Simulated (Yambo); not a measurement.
G0W0@PBEsol for AlCl₃ (space group C2/m, No. 12) in Yambo. Reference settings: 2×2×2 Γ-centred k mesh, 331 bands and a 8 Ry block in the screening, 331 bands in G with the Bruneval-Gonze terminator, plasmon pole fitted at 27.2 eV. The PBEsol gap (-0.5, -0.5, 0) → (0, -0.5, -0.5) on this mesh is 5.05 eV; G0W0 gaps are taken between the same points.

| change from the reference | G0W0 gap (-0.5, -0.5, 0) → (0, -0.5, -0.5) (eV) | shift of the valence edge (eV) |
|---|---|---|
| reference settings | 7.78 | -1.74 |
| 208 bands in W, 208 bands in G | 7.79 | -1.67 |
| 3 Ry block | [?] | -1.39 |
| pole fitted at 10 eV | 7.72 | -1.62 |
| 7 Ry block | 7.75 | -1.70 |
| 116 bands in G | 7.79 | -1.70 |
| 116 bands in G, no terminator | 7.74 | -1.27 |
| 146 bands in W | 7.80 | -1.62 |

**Question.** Estimate the withheld gaps from the other rows; the computed values follow.

**Answer.** 
- 3 Ry block, G0W0 gap (-0.5, -0.5, 0) → (0, -0.5, -0.5) (eV): 7.58

The reference isn't shown to be the converged limit.

Geometry relaxed with PBE+D3(BJ); primitive cell a = b = 5.936 Å, c = 6.183 Å, α = β = 98.93°, γ = 119.97°.

A shift is the quasiparticle energy of the state minus its PBEsol energy.
